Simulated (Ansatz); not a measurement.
This cell of Ge (diamond) is off equilibrium:

```yaml
crystal:
  lattice:
    - [0.00000, 2.89511, 2.77931]
    - [2.89511, 0.00000, 2.77931]
    - [2.89511, 2.89511, 0.00000]
  atoms:
    - { symbol: Ge, position: [0.50000, 0.50000, 0.50000] }
    - { symbol: Ge, position: [0.75000, 0.75000, 0.75000] }
```

These are r2SCAN (plane waves to 500 eV, PAW, scalar-relativistic; Ansatz, an electronic-structure program) values and carry that method's errors. k mesh 10×10×10 (Γ-centred), Fermi-Dirac smearing 0.05 eV. Energies are smeared free energies. Stress and pressure are positive under compression. Ge was relaxed with its symmetry unable to fall.

### Question
What is the stress tensor (GPa)?

### Answer
```
  -2.33     0.00     0.00
   0.00    -2.33     0.00
   0.00     0.00     0.73
```
The pressure, a third of the trace, is -1.31 GPa.

### Question
It is the relaxed cell deformed to V/V₀ = 1.020, (c/a)/(c/a)₀ = 0.960, c along z, fractional positions held. What is its energy relative to the relaxed cell?

### Answer
8.1 meV/atom.

(A scan under strain: stresses follow from slopes of the energy per volume, elastic moduli from its curvatures.)
